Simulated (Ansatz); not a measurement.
## Mg: where the heat goes in a short trajectory

All numbers below come from DFT PBEsol, scalar-relativistic, plane waves, PAW (Ansatz). Settings: plane waves to 420 eV, k-mesh 2×2×2 (shifted by 0.5, 0.5, 0.5 steps), Fermi–Dirac smearing 0.16 eV. The mesh is coarse. No spin polarisation.

16 atoms start on the lattice sites below (V = 384.0 Å³, 1.06 times the source cell's; static pressure -2.01 GPa, largest force component 0.00 eV/Å) with velocities drawn for 1800 K; Nosé–Hoover thermostat aiming at the same temperature, at which the real crystal may have melted, fixed cell, 69 steps of 6 fs.

```yaml
crystal:
  lattice:
    - [1.87200, 5.61600, -5.13703]
    - [-5.61600, -1.87200, -5.13703]
    - [-5.61600, 5.61600, -1.71234]
  atoms:
    - { symbol: Mg, position: [0.43750, 0.93750, 0.87500] }
    - { symbol: Mg, position: [0.87500, 0.87500, 0.75000] }
    - { symbol: Mg, position: [0.31250, 0.81250, 0.62500] }
    - { symbol: Mg, position: [0.75000, 0.75000, 0.50000] }
    - { symbol: Mg, position: [0.18750, 0.68750, 0.37500] }
    - { symbol: Mg, position: [0.62500, 0.62500, 0.25000] }
    - { symbol: Mg, position: [0.06250, 0.56250, 0.12500] }
    - { symbol: Mg, position: [0.50000, 0.50000, 0.00000] }
    - { symbol: Mg, position: [0.93750, 0.43750, 0.87500] }
    - { symbol: Mg, position: [0.37500, 0.37500, 0.75000] }
    - { symbol: Mg, position: [0.81250, 0.31250, 0.62500] }
    - { symbol: Mg, position: [0.25000, 0.25000, 0.50000] }
    - { symbol: Mg, position: [0.68750, 0.18750, 0.37500] }
    - { symbol: Mg, position: [0.12500, 0.12500, 0.25000] }
    - { symbol: Mg, position: [0.56250, 0.06250, 0.12500] }
    - { symbol: Mg, position: [0.00000, 0.00000, 0.00000] }
```

```csv
t (fs),T (K),kinetic energy (meV/atom),potential energy over the first frame (meV/atom),P with the kinetic part (GPa)
0.0,1800,218.1,0.0,-0.98
30.0,776,94.0,127.0,0.57
60.0,813,98.6,130.0,0.81
90.0,917,111.2,140.0,0.96
120.0,1076,130.4,145.4,1.17
150.0,1426,172.8,125.2,1.21
180.0,1228,148.9,166.5,1.78
210.0,1371,166.1,168.4,1.88
240.0,1406,170.4,188.1,2.19
270.0,1593,193.0,190.5,2.24
300.0,1816,220.0,195.2,2.53
330.0,1789,216.8,222.5,2.82
360.0,1556,188.6,273.0,3.36
390.0,2491,301.8,181.1,2.85
```

T counts 3N − 3 degrees of freedom. Means over every step of the second half, not only the rows shown: T = 1774 K, kinetic energy 215.0 meV/atom, potential energy 205.5 meV/atom, P = 2.62 GPa.

Question: Does the potential energy follow equipartition for harmonic vibrations?

Answer: In a harmonic crystal each vibration holds as much potential as kinetic energy on average, here 215.0 meV/atom. The run has 205.5, a ratio of 0.96. That is near one, as for a crystal vibrating about its sites. The time step adds a little: a Verlet scheme lowers a mode's mean kinetic energy against its potential energy by the factor 1 − (ωΔt)²/4. So short a run gives a rough mean. Electronic entropy is part of the potential energy at this smearing.

Question: Split the rise of pressure into the kinetic part and the rest. Can a thermal Grüneisen parameter be estimated?

Answer: The program counts the kinetic part as N k_B T/V = 1.02 GPa. The pressure lies 4.63 GPa over the static one in all, so the forces add 3.61 GPa. For a harmonic mode with ω ∝ V^(−γ) and an amplitude that scales with the cell, the forces add (2γ − 2/3)U/V, which needs no equipartition; when U equals the kinetic energy K, this and the kinetic part 2K/(3V) sum to the Mie–Grüneisen γE_th/V. With U = N × 205.5 meV, γ = 1/3 + V ΔP_forces/(2U) = 1.65, for harmonic vibrations a mean over the modes weighted by their potential energy, for uniform scaling of the cell (in a layered or otherwise anisotropic crystal this differs from γ under hydrostatic pressure). Most solids fall between 1 and 3, and tetrahedral, framework and layered ones often lower; anharmonic motion and pressure swings in a cell of 16 atoms make this value uncertain by tenths or more.

Cost: 1 run of about 6.5 core-minutes (earlier runs that led there not counted), on Intel Xeon 6975P-C (Granite Rapids) (shared hosts).